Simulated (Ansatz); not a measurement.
Q: Each is relaxed and computed with PBEsol in the plane-wave PAW code Ansatz. Which is the only one with a gap?
(A) MgIn2O4, Imma (Pearson symbol oI28)
(B) InMo3C, anti-perovskite
(C) InSb, Cmcm (In on 4c, In on 8f, Sb on 4c, Sb on 8f)
(D) MgB2, MoSi2 or CaC2 type

A: A, MgIn2O4, Imma (Pearson symbol oI28). MgIn2O4: gap 1.39 eV (direct); InSb: metal; MgB2: metal; InMo3C: metal. Constructed cells (a structure type filled with these elements, in neither database checked): MgB2, MoSi2 or CaC2 type. Typed or built starts, not in the databases checked: InMo3C, anti-perovskite. Not the usual ambient phase: InSb, Cmcm (In on 4c, In on 8f, Sb on 4c, Sb on 8f); MgB2, MoSi2 or CaC2 type. Standing as an ambient phase not checked: MgIn2O4, Imma (Pearson symbol oI28). Perhaps ordered models of mixed-site phases: MgIn2O4, Imma (Pearson symbol oI28). Unstable at this level: MgB2, MoSi2 or CaC2 type. All cells were relaxed under the symmetry of their starts (and spin orders); stability against distortions was not tested throughout. Rows with no word on spin ran without spin polarisation. Scalar-relativistic: spin–orbit coupling is off unless named, which matters more the heavier the elements.

Potentials: the later of the program's two PAW sets.
